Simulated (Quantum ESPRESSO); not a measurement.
## One change at a time to HfLiScWZr4

All numbers below are calculated, not measured. They come from Quantum ESPRESSO 7.5, a public plane-wave density functional program. Each row is one single-point run on a made-up periodic cell of eight metal atoms, with elements, volume, strain and displacements drawn at random and not relaxed, so a cell may be unstable or far from any real phase. There is no spin polarisation or spin-orbit coupling.

Settings: PBE unless stated; PseudoDojo standard norm-conserving files; Fermi-Dirac width 0.25 eV, which means electrons at about 2900 K; cutoff 1116 eV; 5 x 4 x 4 k mesh shifted half a step off Gamma. E is the free energy of the whole cell (internal energy minus TS), so a -TS column is already part of it. Stress is positive in tension, and the pressure P is minus a third of its trace.

Checks: one run of this series was repeated at a higher cutoff and on a denser mesh, which moved values by no more than 0.003 eV, 0.03 GPa and 0.003 eV/Å, and a second program with other atomic files agreed on it to 2 % rms in force and 0.5 GPa in pressure. Known limits: heavy elements are run without spin-orbit coupling, which real alloys of them have; a spin test at this wide smearing found no moment, but such smearing suppresses magnetism that the real alloy may have.

The lattice is hexagonal close-packed, and the cell vectors in Å are (-0.003, -0.086, -5.131); (0.056, 5.623, 0.092); (6.304, 0.064, 0.004), a volume of 181.81 Å³ in run 1. The elements on sites 1 to 8 are Hf Zr W Zr Zr Sc Zr Li. Each later run makes one change to run 1 and keeps the rest. E is counted from run 1, and is n/a where other atomic files have another zero of energy.

| run | change | V (Å³) | P (GPa) | -TS (eV) | rms force (eV/Å) | largest change of a force component (eV/Å) | E (eV) |
|---|---|---|---|---|---|---|---|
| 1 | none | 181.81 | -4.68 | -2.189 | 0.356 | 0.000 | 0.000 |
| 2 | sites 7 and 8 exchanged | 181.81 | -4.49 | -2.084 | 0.377 | 0.844 | 0.192 |
| 3 | all lengths scaled by +1.75 % | 191.53 | -8.10 | -2.300 | 0.343 | 0.175 | 0.392 |
| 4 | PBEsol in place of PBE | 181.81 | -7.84 | -2.196 | 0.362 | 0.096 | n/a |
| 5 | Nb on site 7 | 181.81 | -7.55 | -2.238 | 0.457 | 0.394 | n/a |
| 6 | site 6 moved by -0.07 Å along y | 181.81 | -4.67 | -2.194 | 0.389 | 0.278 | ? |

## Worked estimate

Along the move dE = -F dx. The force on site 6 along y is 0.303 eV/Å in run 1 and 0.581 eV/Å in run 6, and the move is -0.07 Å, so the mean force times the move gives an estimate.

## Withheld value

Question: what E should run 6 give?

The estimate is 0.031 eV. The calculation gave 0.031 eV.
